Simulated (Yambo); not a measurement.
Yambo run on CdClOH (space group P6_3mc, No. 186). The wavefunctions are LDA (pw.x of Quantum ESPRESSO, ONCV potentials, no spin-orbit coupling) ones on a 3×3×1 mesh (34 occupied bands); a = b = 3.735 Å, c = 10.420 Å, α = β = 90.00°, γ = 120.00°.

Yambo input:

```
rim_cut
gw0
dyson
el_el_corr
HF_and_locXC
ppa
em1d
RandQpts= 1000000
RandGvec= 1 Ry
EXXRLvcs= 102 Ry
VXCRLvcs= 408 Ry
Chimod= "HARTREE"
% BndsRnXp
 9 | 151 |
%
NGsBlkXp= 6 Ry
% LongDrXp
 1.0 | 1.0 | 1.0 |
%
PPAPntXp= 27.2114 eV
% GbndRnge
 1 | 151 |
%
GTermKind= "BG"
DysSolver= "n"
ExtendOut
% QPkrange
 1 | 1 | 34 | 35 |
%
```

k points by index: 1 = Γ.

Table of the .qp output:

```
#    K-point    Band    Eo [eV]    E [eV]    E-Eo [eV]    Vxc [eV]    Vnlxc [eV]    Sc|Eo [eV]    Sc|E [eV]    dSc/dw|Eo [eV]    Re(Z)    Im(Z)
#
    1    34    0.000000    -1.093672    -1.093672    -17.59680    -22.32064    3.349760    3.630170    -6.976024    0.795945    -0.001287
    1    35    2.163566    3.248213    1.084647    -12.03723    -7.477242    -3.266603    -3.475344    -5.236395    0.838620    -0.001055
```
(The two width columns are left out.) Convergence of these settings isn't established.

Geometry of the Materials Project entry, not relaxed at this level.

The distance between layers or molecules is the database entry's, not relaxed here. Functionals without dispersion can leave it too large, which widens gaps and weakens the response across layers: the numbers belong to this cell.
